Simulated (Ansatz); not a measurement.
## Band table of ZnSe (zincblende type)

```
CELL_PARAMETERS angstrom
0.00000 2.28091 2.28091
2.28091 0.00000 2.28091
2.28091 2.28091 0.00000
ATOMIC_POSITIONS crystal
Zn 0.00000 0.00000 0.00000
Se 0.25000 0.25000 0.25000
```

The cell comes from a relaxation on PAW files under the same functional, begun from a prototype that needn't be the stable phase.

Computed with Ansatz 0.2.0; functional LDA, scalar-relativistic. Settings: a Γ-centred 11×11×11 k mesh, Fermi–Dirac smearing of 0.08 eV, no spin polarisation. Methods: LAPW: all electrons, basis error target 1 meV/atom.

This run: volume at 0.55 of the series' base cell.

The structure type is held throughout; the real material can change phase at far lower pressure.

Path points, in fractions of the reciprocal vectors: Γ (0.000, 0.000, 0.000), X (-0.500, -0.500, 0.000), U (-0.375, -0.375, 0.250), K (-0.375, 0.000, 0.375), L (0.000, 0.000, 0.500), W (-0.500, -0.250, 0.250). The distance column jumps between branches of the path. Levels in eV from the valence-band top; bands 14 to 25, counted from the lowest band of the run. The gap is 0.68 eV, the pressure 165.7 GPa.

```
# k(1/Å) point b14 b15 b16 b17 b18 b19 b20 b21 b22 b23 b24 b25
0.000 Γ -20.09 -11.61 -11.61 -11.61 -10.43 -10.43 0.00 0.00 0.00 3.99 4.74 4.74
0.172 - -20.00 -11.63 -11.58 -11.58 -10.44 -10.42 -0.49 -0.44 -0.44 4.25 4.70 5.26
0.344 - -19.74 -11.71 -11.52 -11.52 -10.49 -10.40 -1.54 -1.41 -1.41 3.64 5.47 6.48
0.517 - -19.31 -11.84 -11.41 -11.41 -10.55 -10.37 -2.79 -2.49 -2.49 2.83 5.14 7.97
0.689 - -18.75 -11.98 -11.26 -11.26 -10.60 -10.33 -4.15 -3.53 -3.53 2.06 4.01 9.58
0.861 - -18.11 -12.13 -11.09 -11.09 -10.60 -10.30 -5.57 -4.43 -4.43 1.45 3.04 11.26
1.033 - -17.47 -12.27 -10.92 -10.92 -10.49 -10.26 -6.95 -5.15 -5.15 1.01 2.39 13.01
1.205 - -16.98 -12.36 -10.78 -10.78 -10.24 -10.24 -8.11 -5.61 -5.61 0.76 2.02 14.81
1.377 X -16.79 -12.40 -10.73 -10.73 -10.24 -10.02 -8.66 -5.78 -5.78 0.68 1.89 15.73
1.438 - -16.79 -12.39 -10.73 -10.73 -10.24 -10.00 -8.67 -5.85 -5.76 0.74 1.96 15.22
1.499 - -16.79 -12.36 -10.74 -10.74 -10.25 -9.96 -8.69 -6.05 -5.71 0.88 2.15 14.55
1.560 - -16.79 -12.32 -10.75 -10.75 -10.26 -9.89 -8.73 -6.34 -5.63 1.05 2.52 13.88
1.621 - -16.79 -12.26 -10.77 -10.76 -10.28 -9.80 -8.79 -6.68 -5.51 1.20 3.04 13.22
1.682 - -16.80 -12.19 -10.80 -10.76 -10.30 -9.69 -8.89 -7.01 -5.37 1.34 3.69 12.59
1.743 - -16.81 -12.11 -10.83 -10.75 -10.32 -9.56 -9.04 -7.29 -5.19 1.48 4.44 11.99
1.803 - -16.83 -12.02 -10.87 -10.74 -10.34 -9.43 -9.24 -7.50 -5.00 1.63 5.24 11.41
1.864 U -16.86 -11.94 -10.90 -10.72 -10.36 -9.51 -9.26 -7.62 -4.78 1.79 6.08 10.86
2.708 K -16.86 -11.94 -10.90 -10.72 -10.36 -9.51 -9.26 -7.62 -4.78 1.79 6.08 10.86
2.890 - -17.06 -11.71 -11.02 -10.77 -10.43 -10.21 -8.70 -7.54 -4.01 2.37 8.39 9.37
3.073 - -17.45 -11.55 -11.28 -11.14 -10.48 -10.28 -7.95 -6.97 -3.13 3.12 8.16 8.66
3.256 - -18.01 -11.65 -11.44 -11.26 -10.52 -10.29 -6.93 -6.00 -2.22 4.02 7.19 7.71
3.438 - -18.64 -11.77 -11.42 -11.36 -10.52 -10.34 -5.66 -4.73 -1.38 4.92 6.40 6.75
3.621 - -19.23 -11.76 -11.46 -11.45 -10.50 -10.39 -4.18 -3.27 -0.71 5.16 5.74 5.95
3.803 - -19.70 -11.69 -11.53 -11.52 -10.47 -10.42 -2.53 -1.76 -0.28 4.70 5.20 5.37
3.986 - -19.99 -11.63 -11.59 -11.58 -10.44 -10.43 -0.90 -0.52 -0.06 4.30 4.86 4.94
4.169 Γ -20.09 -11.61 -11.61 -11.61 -10.43 -10.43 0.00 0.00 0.00 3.99 4.74 4.74
4.318 - -20.03 -11.62 -11.59 -11.59 -10.43 -10.43 -0.73 -0.14 -0.14 4.17 4.93 4.93
4.467 - -19.83 -11.66 -11.55 -11.55 -10.44 -10.44 -2.26 -0.50 -0.50 4.12 5.37 5.37
4.616 - -19.51 -11.72 -11.50 -11.50 -10.44 -10.44 -3.95 -0.95 -0.95 3.94 5.81 5.81
4.765 - -19.09 -11.77 -11.45 -11.45 -10.44 -10.44 -5.62 -1.40 -1.40 3.74 5.96 5.96
4.914 - -18.62 -11.79 -11.40 -11.40 -10.42 -10.42 -7.14 -1.80 -1.80 3.56 5.83 5.83
5.063 - -18.15 -11.75 -11.38 -11.38 -10.39 -10.39 -8.44 -2.11 -2.11 3.42 5.60 5.60
5.212 - -17.80 -11.65 -11.36 -11.36 -10.36 -10.36 -9.38 -2.31 -2.31 3.34 5.43 5.43
5.361 L -17.66 -11.57 -11.36 -11.36 -10.35 -10.35 -9.76 -2.37 -2.37 3.30 5.36 5.36
5.483 - -17.63 -11.55 -11.36 -11.34 -10.35 -10.32 -9.76 -2.71 -2.49 3.54 5.14 5.57
5.605 - -17.55 -11.52 -11.37 -11.27 -10.36 -10.24 -9.76 -3.52 -2.82 3.89 4.88 6.29
5.727 - -17.42 -11.53 -11.35 -11.13 -10.38 -10.13 -9.72 -4.51 -3.36 3.96 4.97 7.52
5.848 - -17.26 -11.57 -11.31 -10.94 -10.42 -9.99 -9.61 -5.49 -4.06 4.01 5.28 8.87
5.970 - -17.08 -11.63 -11.24 -10.74 -10.50 -9.84 -9.39 -6.37 -4.83 4.19 5.68 9.21
6.092 - -16.93 -11.69 -11.14 -10.63 -10.57 -9.64 -9.11 -7.08 -5.61 4.48 6.17 8.51
6.214 - -16.82 -11.72 -11.02 -10.73 -10.51 -9.37 -8.93 -7.48 -6.28 4.79 6.69 7.93
6.335 W -16.78 -11.74 -10.92 -10.84 -10.49 -9.09 -9.06 -7.51 -6.61 4.93 7.00 7.77
6.421 - -16.78 -11.78 -10.91 -10.82 -10.48 -9.14 -9.04 -7.43 -6.58 4.58 6.31 8.17
6.508 - -16.78 -11.88 -10.90 -10.79 -10.44 -9.28 -8.99 -7.22 -6.51 3.86 5.34 9.07
6.594 - -16.78 -12.00 -10.87 -10.76 -10.38 -9.45 -8.93 -6.94 -6.40 3.07 4.42 10.17
6.680 - -16.79 -12.13 -10.84 -10.75 -10.33 -9.62 -8.85 -6.62 -6.26 2.31 3.59 11.34
6.766 - -16.79 -12.24 -10.80 -10.74 -10.29 -9.78 -8.77 -6.31 -6.09 1.66 2.90 12.55
6.852 - -16.79 -12.33 -10.77 -10.73 -10.26 -9.90 -8.71 -6.03 -5.94 1.14 2.36 13.75
6.938 - -16.79 -12.38 -10.74 -10.73 -10.24 -9.99 -8.68 -5.85 -5.82 0.80 2.01 14.89
7.024 X -16.79 -12.40 -10.73 -10.73 -10.24 -10.02 -8.66 -5.78 -5.78 0.68 1.89 15.73
```
